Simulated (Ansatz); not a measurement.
Ca$_{2}$Si (fluorite or antifluorite type, Fm-3m), DFT-r²SCAN in the program Ansatz with PAW potentials, all energies at zero smearing, with the estimated change up to a 700 eV cutoff added, with one set of potentials and settings (totals compare only within such a set). Cell of 3 atoms (2 Ca, 1 Si): -4284.051 eV.

```tsv
element	reference phase	E (eV/atom)
Ca	Fm-3m, 1 atoms in the cell	-1821.6752
Si	Fd-3m, 2 atoms in the cell	-639.0667
```

Formation energy per atom, worked out: (-4284.051 − 2×(-1821.6752) − 1×(-639.0667))/3 = -0.545 eV/atom (-53 kJ per mol of atoms), at 0 K, without zero-point energy or fitted corrections.

The first step of the workflow began from a Materials Project structure, measured or hypothetical; the Crystallography Open Database copy checked does not list it. Its standing as an ambient phase is unchecked. Symmetry was held in the r²SCAN relaxation; its stability against distortions is not shown here. The references are the lowest solids computed at this level, not always the standard phases.

Potentials: the later of the program's two PAW sets.
